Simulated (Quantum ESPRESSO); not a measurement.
# Planted mistakes on one cell of NbHf2O5F3

These are calculations, not measurements. They come from pw.x of Quantum ESPRESSO 7.5, a plane-wave density functional program, with PseudoDojo standard norm-conserving files (v0.5 for PBE, v0.4.1 for LDA and PBEsol). The cells are made up: elements, strain and atom displacements were drawn at random, and nothing was relaxed. There is no spin polarisation, spin-orbit coupling or dispersion term.

The hafnium file is less sure than the others, with forces about 3 percent (worst 6) and pressure in oxides about 1.5 GPa (worst 2.7) from a second method in checks, which no rerun with the same files tests.

The cell has 12 sites of a rutile lattice (two cells along c). Sites 1 to 4 hold empty Nb Hf Hf; sites 5 to 12 hold O F F O O O F O. Cell vectors in Å: (4.737, 0.051, -0.040); (0.051, 4.737, 0.016); (-0.052, 0.020, 6.147). Settings: PBE, cutoff 1143 eV, 5 x 5 x 4 k mesh shifted by half a step, Fermi-Dirac smearing of 0.025 eV.

The intended run has a self-consistency threshold of 1e-07 eV, a smearing term of 0.000 eV, a pressure of 9.54 GPa and 16 iterations. Each further run changes one thing: all lengths scaled by 1.0100; atoms of sites 5 and 6 exchanged; cutoff 616 eV; files of PBEsol; k mesh 1 x 1 x 1; one electron added; smearing 0.68 eV; threshold 0.05 eV. A coarse mesh keeps the shift, and a charged cell sits in a uniform background.

| run | change of free energy (eV) | smearing term -TS (eV) | change of P (GPa) | largest change of a force component (eV/Å) | iterations |
| --- | --- | --- | --- | --- | --- |
| A | 0.508 | 0.000 | 1.30 | 0.742 | 16 |
| B | -1.034 | 0.000 | -0.27 | 4.752 | 16 |
| C | -0.169 | 0.000 | -6.15 | 0.329 | 17 |
| D | 13.870 | 0.000 | -66.24 | 0.125 | 16 |
| E | 0.026 | 0.000 | -1.85 | 0.188 | 7 |
| F | 10.547 | -0.016 | 19.51 | 1.453 | 16 |
| G | 17.173 | 0.000 | -6.22 | 0.270 | 16 |
| H | -1.029 | -3.016 | 3.13 | 1.586 | 15 |

A rerun of the intended cell at 1467 eV and k mesh 7 x 7 x 6 moved values by no more than 0.004 eV in the cell's energy, 0.03 GPa in stress and 0.002 eV/Å in force.

Question: which change belongs to which run?

## Worked reading

Run E has the fewest iterations, as a run stopped early does. Run H has the largest smearing term, as wide smearing gives. Run D has a higher energy and the largest fall in pressure, as too small a basis gives. Run C changes the volume by a factor of 1.0303; minus its pressure change over the logarithm of that factor, 206 GPa, is a rough bulk modulus with clamped atoms. Energies from files of another functional, or of a charged cell, have another zero and say nothing on stability; the pressure of a charged cell rests on the program's zero of potential too.

## Key

```
run                            change
  A                  k mesh 1 x 1 x 1
  B  atoms of sites 5 and 6 exchanged
  C      all lengths scaled by 1.0100
  D                     cutoff 616 eV
  E                 threshold 0.05 eV
  F                one electron added
  G                   files of PBEsol
  H                  smearing 0.68 eV
```